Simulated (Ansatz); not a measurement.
# TlCl with Na replacing Tl: gradients before and after relaxing the atoms

Start: a supercell of TlCl (CsCl type, Pm-3m) built from a structure deposited in the COD (the entry's cell lengths or inner coordinates differ somewhat from later room-temperature determinations), with all atoms left at the host's positions.

```cif
data_NaTl15Cl16
_symmetry_space_group_name_H-M 'Fm-3m'
_symmetry_Int_Tables_number 225
_cell_length_a 15.3360
_cell_length_b 15.3360
_cell_length_c 15.3360
_cell_angle_alpha 90.000
_cell_angle_beta 90.000
_cell_angle_gamma 90.000
loop_
_atom_site_label
_atom_site_type_symbol
_atom_site_symmetry_multiplicity
_atom_site_Wyckoff_symbol
_atom_site_fract_x
_atom_site_fract_y
_atom_site_fract_z
Na Na 4 a 0.0000 0.0000 0.0000
Tl2 Tl 24 d 0.0000 0.2500 0.2500
Tl5 Tl 8 c 0.2500 0.2500 0.2500
Tl8 Tl 24 e 0.2500 0.5000 0.5000
Tl12 Tl 4 b 0.5000 0.5000 0.5000
Cl17 Cl 32 f 0.1250 0.1250 0.1250
Cl21 Cl 32 f 0.3750 0.3750 0.3750
```

One atom of each set is listed; the run and its k-mesh use a cell of 32 atoms with edges of 10.84, 10.84, 10.84 Å.

Computed with Ansatz: DFT, PBE, plane waves and PAW, scalar-relativistic, 420 eV cutoff, Γ-centred 2×2×2 k-points, Fermi–Dirac smearing 0.01 eV.

The largest force at the start is 0.20 eV/Å. Relaxing the ions at fixed cell moves them by 0.122 Å at most (atom 32, Cl) and 0.066 Å rms.

| site | moved (Å) | first shell before | first shell after | V_zz before (10²¹ V/m²) | η before |
| --- | --- | --- | --- | --- | --- |
| Na | 0.000 | 8 Cl at 3.32 Å | 8 Cl at 3.20 Å | 0.00 | – |
| Tl2 | 0.000 | 8 Cl at 3.32 Å | 8 Cl at 3.31–3.36 Å | -0.027 | 0.72 |
| Tl8 | 0.028 | 8 Cl at 3.32 Å | 8 Cl at 3.26–3.35 Å | -0.060 | 0.00 |
| Cl17 | 0.122 | 1 Na at 3.32 Å, 7 Tl at 3.32 Å | 1 Na at 3.20 Å, 7 Tl at 3.26–3.44 Å | 0.056 | 0.00 |
| Cl21 | 0.043 | 8 Tl at 3.32 Å | 8 Tl at 3.28–3.36 Å | 0.053 | 0.00 |

Question: How do the gradients change?

Answer: 

| site | V_zz after | η after | change of V_zz |
| --- | --- | --- | --- |
| Na | 0.00 | – | 0.00 |
| Tl2 | -1.29 | 0.57 | – |
| Tl8 | -0.80 | 0.00 | -0.74 |
| Cl17 | -0.42 | 0.00 | -0.48 |
| Cl21 | 0.49 | 0.00 | +0.44 |

The largest change of V_zz along a kept axis is on Tl8, from -0.060 to -0.80. The whole tensor moves most on Tl2, by 1.31 along its most changed direction. Small gradients that grow severalfold: Tl2 (-0.027 to -1.29). V_zz changes sign on Cl17 (same axis). On Tl2 the largest principal value lies along another axis in the second run, so the two V_zz can't be compared directly. Other sites without a gradient aren't listed.

The defect repeats with the cell of 32 atoms, so it feels its images: sites between two images don't show the values beside a lone defect, and zeros or small values of η there can come from the images' arrangement. Spin–orbit coupling is left out, which shifts gradients on Tl by a few per cent, and by more where contributions nearly cancel.
Before: The neighbours have not yet relaxed around the defect (largest force 0.20 eV/Å), so a real crystal will differ.
After: The relaxation keeps the site symmetry m-3m of the start, so the impurity can't leave its site; a start off the site could end lower.
